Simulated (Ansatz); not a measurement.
**Magnetic order of VPO₄ at several levels**

```yaml
crystal:
  lattice:
    - [2.61580, -3.88690, 0.00000]
    - [2.61580, 3.88690, 0.00000]
    - [0.00000, 0.00000, 6.28470]
  atoms:
    - { symbol: V, position: [0.00000, 0.00000, 0.00000] }
    - { symbol: V, position: [0.00000, 0.00000, 0.50000] }
    - { symbol: P, position: [0.64900, 0.35100, 0.25000] }
    - { symbol: P, position: [0.35100, 0.64900, 0.75000] }
    - { symbol: O, position: [0.75510, 0.24490, 0.04890] }
    - { symbol: O, position: [0.24490, 0.75510, 0.54890] }
    - { symbol: O, position: [0.24490, 0.75510, 0.95110] }
    - { symbol: O, position: [0.75510, 0.24490, 0.45110] }
    - { symbol: O, position: [0.77560, 0.71180, 0.25000] }
    - { symbol: O, position: [0.22440, 0.28820, 0.75000] }
    - { symbol: O, position: [0.71180, 0.77560, 0.75000] }
    - { symbol: O, position: [0.28820, 0.22440, 0.25000] }
```

The same starts (parallel, antiparallel patterns that fit this cell, and no moments) were run with plane-wave PAW DFT (Ansatz 0.2.0; atoms fixed, collinear spin, no spin-orbit coupling; 5×5×4 Γ-centred mesh, fermi-dirac occupations of width 0.050 eV) at these levels: r2SCAN, 500 eV; r2SCAN with U_eff = 1.0 eV on V d (all-electron-ortho-atomic projectors), 500 eV.

Problem. How do order, exchange and moments depend on the level?

Solution. The runs give, at zero smearing:

```csv
level,lowest state,mean moment on V (μB),parallel less best compensated antiparallel (meV per V),gain over no moments (meV per V)
r2SCAN,"antiparallel, compensated",1.50,+28,1401
r2SCAN + U,"antiparallel, compensated",1.52,+22,1709
```

Site moments are taken in small spheres that don't touch (radius about 0.4 of the atom's shortest bond), so those of the magnetic atoms read low. Both levels favour antiparallel moments: the difference runs from +22 to +28 meV per V. The U weakens the coupling, as expected where exchange goes by hopping and scales with the inverse of the on-site repulsion.

The cell is that of a Crystallography Open Database entry, unchanged.

Caveats: only orders that fit this cell were tried, so the true order may need a larger cell or canted moments; atoms and cell are held at the entry's values; differences under about 5 meV per magnetic atom weren't tested against a denser mesh or another U, and are taken as unresolved; the U is a value in common use, not computed for this crystal; the state without moments isn't the paramagnet, so the last column is no ordering energy, and a U inflates it.
